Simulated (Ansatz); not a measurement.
SnTeO₃:
```cif
data_O6Sn2Te2
_chemical_formula_sum 'Sn2 Te2 O6'
_space_group_name_H-M_alt 'P 1'
_space_group_IT_number 1
_cell_length_a 5.89350
_cell_length_b 5.89350
_cell_length_c 5.89350
_cell_angle_alpha 66.818
_cell_angle_beta 66.818
_cell_angle_gamma 66.818
loop_
_space_group_symop_operation_xyz
  'x, y, z'
loop_
_atom_site_label
_atom_site_type_symbol
_atom_site_fract_x
_atom_site_fract_y
_atom_site_fract_z
_atom_site_occupancy
Sn1 Sn 0.53073 0.53073 0.53073 1
Sn2 Sn 0.03073 0.03073 0.03073 1
Te1 Te 0.81092 0.81092 0.81092 1
Te2 Te 0.31092 0.31092 0.31092 1
O1 O 0.39879 0.15804 0.62862 1
O2 O 0.62862 0.39879 0.15804 1
O3 O 0.15804 0.62862 0.39879 1
O4 O 0.12862 0.65804 0.89879 1
O5 O 0.65804 0.89879 0.12862 1
O6 O 0.89879 0.12862 0.65804 1
```

Relaxed with r²SCAN.

Task: Tabulate the valence density and the electron localisation function along the shortest Te–O contact (1.91 Å), the program Ansatz at the r²SCAN level (PAW).

Result: 

```
distance from Te (Å)  density (e/Å³)   ELF
--------------------  --------------  ----
0.19                           15.41  0.01
0.29                           12.95  0.01
0.38                           10.04  0.03
0.48                            7.10  0.07
0.57                            4.53  0.15
0.67                            2.63  0.24
0.76                            1.50  0.30
0.86                            1.04  0.35
0.96                            0.98  0.43
1.05                            1.10  0.56
1.15                            1.33  0.69
1.24                            1.73  0.76
1.34                            2.39  0.76
1.43                            3.32  0.72
1.53                            4.41  0.63
1.62                            5.51  0.49
1.72                            6.49  0.34
```

The density is the valence pseudo-density with augmentation charge, so density and ELF within about 1 Å of a nucleus are not all-electron values.

Space group R3c. The start of the workflow was typed in or built on a structure type; neither database checked (COD, Materials Project) lists it. Its standing as an ambient phase is unchecked. Symmetry was held in the r²SCAN relaxation; whether a distortion lowers the energy is not shown. The volume moved by 26 % from the start of the relaxation. Spin–orbit coupling is left out wherever it is not named.

Potentials: the later of the program's two PAW sets.
